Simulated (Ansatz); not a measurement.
Al2O3:
```
Al2O3
1.0
    2.38667     1.37794     4.33753
   -2.38667     1.37794     4.33753
    0.00000    -2.75589     4.33753
Al O
4 6
Direct
  0.14794   0.14794   0.14794
  0.85206   0.85206   0.85206
  0.35206   0.35206   0.35206
  0.64794   0.64794   0.64794
  0.94417   0.55583   0.25000
  0.05583   0.44417   0.75000
  0.25000   0.94417   0.55583
  0.75000   0.05583   0.44417
  0.55583   0.25000   0.94417
  0.44417   0.75000   0.05583
```

Relaxed with PBEsol. Independent-particle spectrum: no excitons, no local fields, no scissors shift; 0.1 eV broadening; ε₁ of the summed bands alone.

Q: Tabulate the dielectric function from DFT-PBEsol in the program Ansatz with PAW potentials.

A: 

| E (eV) | ε₁ xx | ε₂ xx | ε₁ zz | ε₂ zz |
|---|---|---|---|---|
| 0.0 | 3.23 | 0.00 | 3.17 | 0.00 |
| 0.5 | 3.23 | 0.00 | 3.18 | 0.00 |
| 1.0 | 3.24 | 0.00 | 3.19 | 0.00 |
| 1.5 | 3.26 | 0.00 | 3.21 | 0.00 |
| 2.0 | 3.29 | 0.00 | 3.24 | 0.00 |
| 2.5 | 3.33 | 0.00 | 3.27 | 0.00 |
| 3.0 | 3.38 | 0.00 | 3.32 | 0.00 |
| 3.5 | 3.45 | 0.00 | 3.38 | 0.00 |
| 4.0 | 3.53 | 0.00 | 3.46 | 0.00 |
| 4.5 | 3.63 | 0.00 | 3.56 | 0.00 |
| 5.0 | 3.77 | 0.00 | 3.69 | 0.00 |
| 5.5 | 3.96 | 0.00 | 3.88 | 0.00 |
| 6.0 | 4.34 | 0.02 | 4.28 | 0.04 |
| 6.5 | 4.48 | 0.49 | 4.38 | 0.50 |
| 7.0 | 4.53 | 0.68 | 4.41 | 0.69 |
| 7.5 | 4.65 | 0.85 | 4.48 | 0.84 |
| 8.0 | 4.78 | 1.02 | 4.60 | 0.98 |
| 8.5 | 5.01 | 1.19 | 4.80 | 1.14 |
| 9.0 | 5.44 | 1.45 | 5.16 | 1.34 |
| 9.5 | 6.22 | 2.63 | 5.85 | 1.84 |
| 10.0 | 5.76 | 2.94 | 5.55 | 4.00 |
| 10.5 | 5.66 | 4.87 | 5.01 | 4.53 |
| 11.0 | 4.37 | 6.34 | 3.77 | 5.27 |
| 11.5 | 2.23 | 5.12 | 2.52 | 4.50 |
| 12.0 | 2.52 | 5.31 | 2.44 | 3.62 |

Q: From ε at 7.0 eV (xx: 4.53 + 0.68i), find n, k, the normal reflectivity and the absorption coefficient.

A: n = 2.13, k = 0.159, R = 13 %, α = 2kE/ħc = 110000 cm⁻¹.

With all bands, ε∞ without local fields is 3.40 (xx = yy), 3.35 (zz). DFPT, with local fields, gives 3.30 (xx = yy), 3.26 (zz).

Space group R-3c (corundum). Symmetry was held in the PBEsol relaxation.

Potentials: the earlier of the program's two PAW sets. The files were generated under PBE; for other functionals the program regenerates the frozen cores, and for LDA and PBEsol the local potential too.
